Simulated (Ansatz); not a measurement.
Structure relaxation, ZnCu2SnS4

The start is a generated cell, ZnCu2SnS4 placed in the kesterite structure type. The cell and all atomic positions are relaxed at zero pressure with r2SCAN (plane waves to 500 eV, PAW, scalar-relativistic; Ansatz, a program for electronic structure). The first steps use a coarse 6×6×6 k-mesh.

Starting cell:
```
ZnCu2SnS4
1.0
   -2.71350     2.71350     5.43550
    2.71350    -2.71350     5.43550
    2.71350     2.71350    -5.43550
Cu Zn Sn S
2 1 1 4
Cartesian
  0.00000   0.00000   0.00000
  0.00000   2.71350   2.71775
  2.71350   0.00000   2.71775
  0.00000   0.00000   5.43550
  1.38931   1.39474   4.04401
  1.32419   1.31876  -1.39149
  1.39474  -1.38931   6.82699
  1.31876   4.10281   1.39149
```

```yaml
largest_initial_force: 0.44 eV/Å, on S5, S6, S7, S8 (atoms numbered as listed)
outcome: The space group stays I-4 (No. 82) (the run could not lower it), with 8 atoms in the primitive cell
energy_released: under 0.01 eV/atom
volume_change: -0.9 %, from 20.01 to 19.83 Å³/atom
Shortest distances (start → end): "The closest pairs of elements (up to four, under 3.6 Å), start → end: Cu–S 2.33 → 2.30 Å; S–Zn 2.34 → 2.34 Å; S–Sn 2.41 → 2.44 Å"
band_gap_at_the_end: 0.47 eV, direct at Γ (no spin-orbit coupling)
optimiser_moves: 4
```

Relaxed structure:

Space group I-4 (No. 82); a = b = 5.414 Å, c = 10.823 Å, α = β = γ = 90.00°

| atom | site | symmetry | x | y | z |
|---|---|---|---|---|---|
| Cu | 2a | -4.. | 0.0000 | 0.0000 | 0.0000 |
| Cu | 2c | -4.. | 0.0000 | 0.5000 | 0.2500 |
| Zn | 2d | -4.. | 0.5000 | 0.0000 | 0.2500 |
| Sn | 2b | -4.. | 0.0000 | 0.0000 | 0.5000 |
| S | 8g | 1 | 0.2578 | 0.2644 | 0.3709 |
(The calculation used a cell of 8 atoms; values per cell refer to that cell.)

Final values are on a 9×9×9 k-mesh of the relaxed cell. No spin polarisation in the result.

The run could not lose the symmetry of its start; a randomly shaken copy of 8 atoms returns to this structure.
